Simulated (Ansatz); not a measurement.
Si$_{3}$Ru$_{5}$:
```cif
data_Ru10Si6
_chemical_formula_sum 'Si6 Ru10'
_space_group_name_H-M_alt 'Pbam'
_space_group_IT_number 55
_space_group_name_Hall '-P 2 2ab'
_cell_length_a 5.23534
_cell_length_b 9.78448
_cell_length_c 4.01690
_cell_angle_alpha 90.000
_cell_angle_beta 90.000
_cell_angle_gamma 90.000
loop_
_atom_site_label
_atom_site_type_symbol
_atom_site_symmetry_multiplicity
_atom_site_Wyckoff_symbol
_atom_site_fract_x
_atom_site_fract_y
_atom_site_fract_z
_atom_site_occupancy
Si1 Si 2 a 0.00000 0.00000 0.00000 1
Si2 Si 4 h 0.12995 0.36361 0.50000 1
Ru1 Ru 2 c 0.00000 0.50000 0.00000 1
Ru2 Ru 4 g 0.34195 0.27310 0.00000 1
Ru3 Ru 4 h 0.16527 0.10944 0.50000 1
```

Relaxed with r²SCAN.

Q: Tabulate the valence density and the electron localisation function along the shortest Si–Ru contact (2.37 Å), r²SCAN (plane waves, PAW; program Ansatz).

A: 

```
distance from Si (Å)  density (e/Å³)   ELF
--------------------  --------------  ----
0.24                            0.09  0.27
0.36                            0.17  0.20
0.47                            0.27  0.27
0.59                            0.38  0.43
0.71                            0.46  0.59
0.83                            0.51  0.68
0.95                            0.53  0.67
1.07                            0.55  0.60
1.18                            0.61  0.49
1.30                            0.76  0.42
1.42                            1.07  0.44
1.54                            1.83  0.54
1.66                            3.20  0.64
1.78                            5.08  0.69
1.90                            7.07  0.68
2.01                            8.66  0.59
2.13                            9.58  0.41
```

The density is the valence pseudo-density with augmentation charge, so density and ELF within about 1 Å of a nucleus are not all-electron values.

The first step of the workflow began from a Materials Project structure, measured or hypothetical; the Crystallography Open Database copy checked does not list it. Whether it is the stable phase at ambient conditions was not checked. Symmetry was held in the r²SCAN relaxation; its stability against distortions is not shown here. The run is not spin-polarised.

Potentials: the later of the program's two PAW sets.
